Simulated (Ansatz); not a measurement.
Relaxed-ion elastic tensor of GeW (rock salt, space group No. 225) in GPa (Voigt order), plane-wave PAW r²SCAN (Ansatz code); density 12.68 g/cm³, 16.79 Å³ per atom.

```json
[
 {"": "1", "1": "416", "2": "69.6", "3": "69.6", "4": "0.0", "5": "0.0", "6": "0.0"},
 {"": "2", "1": "69.6", "2": "416", "3": "69.6", "4": "0.0", "5": "0.0", "6": "0.0"},
 {"": "3", "1": "69.6", "2": "69.6", "3": "416", "4": "0.0", "5": "0.0", "6": "0.0"},
 {"": "4", "1": "0.0", "2": "0.0", "3": "0.0", "4": "-5.3", "5": "0.0", "6": "0.0"},
 {"": "5", "1": "0.0", "2": "0.0", "3": "0.0", "4": "0.0", "5": "-5.3", "6": "0.0"},
 {"": "6", "1": "0.0", "2": "0.0", "3": "0.0", "4": "0.0", "5": "0.0", "6": "-5.3"}
]
```

Question: Is the crystal mechanically stable?

Answer: No: the smallest eigenvalue of C is -5.3 GPa.

Space group Fm-3m (rock salt). The cell is a constructed one: a structure type filled with these elements; neither database checked (COD, Materials Project) lists it. Whether it is the stable phase at ambient conditions was not checked. The r²SCAN relaxation kept the symmetry of its start. At this level the phase is mechanically unstable. The run is not spin-polarised. As this level gives no gap, shear constants depend on the k-mesh and smearing (Fermi–Dirac, 0.1 eV here). Scalar-relativistic: spin–orbit coupling is off unless named, which matters more the heavier the elements.

Potentials: the later of the program's two PAW sets.
